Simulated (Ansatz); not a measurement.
Task: V₂O₃ (corundum, R-3c) is relaxed with PBEsol (plane waves, PAW; program Ansatz). What lattice parameters of the conventional cell result?

Result: a = 4.775 Å, c = 14.230 Å.

Task: Give the free coordinates with the occupied sites.

Result: In one choice of origin and axes:

```
atom  site  symmetry       x       y       z
----  ----  --------  ------  ------  ------
V      12c        3.  0.0000  0.0000  0.1603
O      18e        .2  0.3257  0.3257  0.2500
```

Task: Is it a metal or does it have a gap at this level?

Result: No gap at this level.

The PBEsol relaxation kept the symmetry of its start. Spin order of the final state: ferromagnetic, chosen from 5 collinear starts compared on coarse meshes (ties went to the first, and starts can fall back to one state), not a proven ground state. No Hubbard U is applied. The compound may be a true metal, but semilocal functionals without U, or a wrong spin order, can also close a gap.

Potentials: the later of the program's two PAW sets.
